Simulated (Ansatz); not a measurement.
Tl:
```
CELL_PARAMETERS angstrom
     -1.92682     1.92682     1.92682
      1.92682    -1.92682     1.92682
      1.92682     1.92682    -1.92682
ATOMIC_POSITIONS crystal
  Tl 0.00000 0.00000 0.00000
```

Relaxed with PBEsol. Special points in fractions of this cell's reciprocal vectors: Γ (0.000, 0.000, 0.000); H (0.500, -0.500, 0.500); N (0.000, 0.000, 0.500); P (0.250, 0.250, 0.250).

Problem. List the band energies nearest the Fermi level at these points for plane-wave PAW PBEsol (Ansatz code).

Solution. In eV from the Fermi level; about four levels below and three above (degenerate sets whole), none deeper than 8.9 eV; … stands for higher levels left out; points with the same levels are listed once.

```csv
k,below,above
Γ,–,10.77 10.77 10.77
H,-1.63,1.35 1.35 1.35
N,-5.07 -2.83,5.75 7.08 …
P,-4.27,0.66 0.66 0.66
```

Space group Im-3m (bcc (W type)). This is a known high-temperature phase of the composition, computed here at zero pressure and temperature. The PBEsol relaxation kept the symmetry of its start; whether a distortion lowers the energy is not shown. Spin–orbit coupling is left out wherever it is not named.

Potentials: the later of the program's two PAW sets.
